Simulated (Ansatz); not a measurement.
ScAgSe₂ in space group P-3m1 (No. 164; Sc on 1a, Ag on 1b, Se on 2d), r²SCAN (plane waves, PAW; program Ansatz). The conduction-band minimum lies at L, with 3 equivalent valleys. Second derivatives d²E/dk² of the lowest band at one valley (eV·Å²), along Cartesian directions:

```csv
direction,d²E/dk²
[100],23.24
[010],7.252
[001],9.397
[110],15.27
[101],16.33
[011],5.291
```

Find the principal effective masses, the density-of-states mass and the conductivity mass.

Off-diagonal terms follow from H_xy = H[110] − (H_xx + H_yy)/2, and m*/mₑ = 7.620 eV·Å² over each eigenvalue: 0.33, 0.66, 1.5. One valley's DOS mass (m₁m₂m₃)^(1/3) = 0.69, conductivity mass 3/(Σ 1/mᵢ) = 0.57 mₑ.

What effective density of states Nc follows at 300 K for parabolic valleys?

Nc = 2.509e19 × 3 × (0.69)^(3/2) ≈ 4.3e19 cm⁻³.

The workflow started from a Materials Project entry (that database holds measured and hypothetical structures alike); the Crystallography Open Database copy checked does not list it. With Sc and Ag taken as one species the cell has the higher symmetry P6_3/mmc, so it may be an ordered model of a mixed-site phase. Whether it is the stable phase at ambient conditions was not checked. The r²SCAN relaxation kept the symmetry of its start; whether a distortion lowers the energy is not shown. The run is not spin-polarised. Spin–orbit coupling is left out wherever it is not named.

Potentials: the later of the program's two PAW sets.

Edges and masses are those of Kohn–Sham bands, whose gap is no quasiparticle gap.
